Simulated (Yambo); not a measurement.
Yambo run on a free-standing MoS₂ monolayer (symmetry P-6m2, slab cell 16.1 Å high). The wavefunctions come from this Quantum ESPRESSO step (LDA, PseudoDojo standard norm-conserving files, scalar-relativistic):

```
&CONTROL
  calculation = 'nscf'
  pseudo_dir = './pseudo'
  outdir = './out'
/
&SYSTEM
  ibrav = 0
  nat = 3
  ntyp = 2
  ecutwfc = 80.0
  ecutrho = 320.0
  occupations = 'fixed'
  force_symmorphic = .true.
  nbnd = 80
  assume_isolated = '2D'
/
&ELECTRONS
  conv_thr = 3.0000000000000004e-09
  diago_full_acc = .true.
  diago_thr_init = 1e-08
/
ATOMIC_SPECIES
S 32.0600 S.upf
Mo 95.9500 Mo.upf
CELL_PARAMETERS angstrom
  3.120338142773   0.000000000000   0.000000000000
 -1.560169071386   2.702292100039   0.000000000000
  0.000000000000   0.000000000000  16.100000000000
ATOMIC_POSITIONS crystal
S   0.666666667000   0.333333333000  -0.096452705100
S   0.666666667000   0.333333333000   0.096452705100
Mo   0.000000000333   0.000000000000   0.000000000000
K_POINTS automatic
9 9 1 0 0 0
```

Yambo input:

```
rim_cut
gw0
dyson
el_el_corr
HF_and_locXC
ppa
em1d
rim_w
RandQpts= 1000000
RandGvec= 2 Ry
CUTGeo= "slab z"
EXXRLvcs= 80 Ry
VXCRLvcs= 320 Ry
Chimod= "HARTREE"
% BndsRnXp
 2 | 79 |
%
NGsBlkXp= 6 Ry
% LongDrXp
 1.0 | 1.0 | 0.0 |
%
RandGvecW= 1000 mRy
PPAPntXp= 27.2114 eV
% GbndRnge
 1 | 79 |
%
GTermKind= "BG"
DysSolver= "n"
ExtendOut
% QPkrange
 1 | 1 | 13 | 14 |
 12 | 12 | 13 | 14 |
%
```

k points by index: 1 = Γ, 12 = K.

Table of the .qp output:

```
#    K-point    Band    Eo [eV]    E [eV]    E-Eo [eV]    Vxc [eV]    Vnlxc [eV]    Sc|Eo [eV]    Sc|E [eV]    dSc/dw|Eo [eV]    Re(Z)    Im(Z)
#
    1    13    -0.103923    -0.205434    -0.101511    -15.21250    -16.33480    0.988257    1.020793    -8.708874    0.757541    -0.002547
    1    14    2.959426    3.660510    0.701084    -15.53529    -11.10233    -3.503637    -3.731872    -8.855474    0.754462    -0.002580
    12    13    0.000000    0.044303    0.044303    -16.36320    -16.87074    0.565989    0.551849    -8.706464    0.757593    -0.002329
    12    14    1.862515    2.757997    0.895481    -17.65154    -13.45421    -3.012326    -3.301846    -8.795845    0.755713    -0.002365
```
(The two width columns are left out.) Convergence of these settings isn't established.

Spin-orbit coupling is not included.

Geometry relaxed with LDA.
